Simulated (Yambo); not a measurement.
Yambo run on CaC₂ (space group P-1, No. 2). The wavefunctions are PBEsol (Quantum ESPRESSO, PseudoDojo norm-conserving, 82 Ry, without SOC) ones on a 4×4×2 mesh (18 occupied bands); a = 3.8558 Å, b = 3.9725 Å, c = 7.2629 Å, α = 81.47°, β = 86.77°, γ = 62.41°.

Yambo input:

```
rim_cut
gw0
dyson
el_el_corr
HF_and_locXC
ppa
em1d
RandQpts= 1000000
RandGvec= 1 Ry
EXXRLvcs= 82 Ry
VXCRLvcs= 328 Ry
Chimod= "HARTREE"
% BndsRnXp
 1 | 141 |
%
NGsBlkXp= 7 Ry
% LongDrXp
 1.0 | 1.0 | 1.0 |
%
PPAPntXp= 15 eV
% GbndRnge
 1 | 141 |
%
GTermKind= "BG"
DysSolver= "n"
ExtendOut
% QPkrange
 4 | 4 | 18 | 18 |
 20 | 20 | 18 | 19 |
%
```

k points by index: 4 = (0, 0.25, -0.5), 20 = (-0.5, -0.5, -0.5).

Table of the .qp output:

```
#    K-point    Band    Eo [eV]    E [eV]    E-Eo [eV]    Vxc [eV]    Vnlxc [eV]    Sc|Eo [eV]    Sc|E [eV]    dSc/dw|Eo [eV]    Re(Z)    Im(Z)
#
    4    18    0.000000    -0.809317    -0.809317    -14.54117    -18.56817    2.972747    3.217684    -8.233687    0.767702    -0.001793
    20    18    -0.612405    -1.522988    -0.910583    -13.94605    -18.23299    3.098181    3.376359    -8.310889    0.766031    -0.002146
    20    19    2.223063    3.362916    1.139853    -10.72393    -6.091005    -3.231198    -3.493076    -6.251038    0.813190    -0.001412
```
(The two width columns are left out.) Convergence of these settings isn't established.

Geometry of the Materials Project entry, not relaxed at this level.
